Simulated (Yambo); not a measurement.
# Na2CO3: sweep of GW parameters

G0W0@PBEsol for Na$_{2}$CO$_{3}$ (space group C2/m, No. 12) in Yambo. Reference settings: 2×2×2 Γ-centred k mesh, bands 5 to 232 and a 7 Ry block in the screening, 232 bands in G with the Bruneval-Gonze terminator, plasmon pole fitted at 27.2 eV. The PBEsol gap Γ → Γ on this mesh is 3.29 eV; G0W0 gaps are taken between the same points.

```
change from the reference       G0W0 gap Γ → Γ (eV)  shift of the valence edge (eV)        rough Yambo cost
------------------------------  -------------------  ------------------------------  ----------------------
reference settings                             6.14                           -1.76                       1
97 bands in W, 97 bands in G                   6.33                           -1.62               about 1/3
155 bands in W, 155 bands in G                 6.18                           -1.70  within a factor of two
97 bands in G                                  6.15                           -1.74                       –
155 bands in G                                 6.14                           -1.75                       –
116 bands in W                                 6.26                           -1.67  within a factor of two
3 Ry block                                     6.14                           -1.87  within a factor of two
2 Ry block                                     6.41                           -2.16  within a factor of two
6 Ry block                                     6.09                           -1.73  within a factor of two
pole fitted at 10 eV                           6.09                           -1.64                       –
no random integration                          6.00                           -1.50                       –
2×2×1 mesh                                     6.03                           -1.64               about 1/3
97 bands in G, no terminator                   5.74                           -1.10                       –
155 bands in G, no terminator                  5.88                           -1.36                       –
no terminator                                  5.99                           -1.53                       –
```

The reference isn't shown to be the converged limit. Costs are rough (shared machines), scaled to the same edge states, and given only for runs that recompute the screening.

Geometry of the Materials Project entry, not relaxed at this level; primitive cell a = b = 5.2951 Å, c = 6.2852 Å, α = β = 94.93°, γ = 59.88°.

A shift is the quasiparticle energy of the state minus its PBEsol energy.
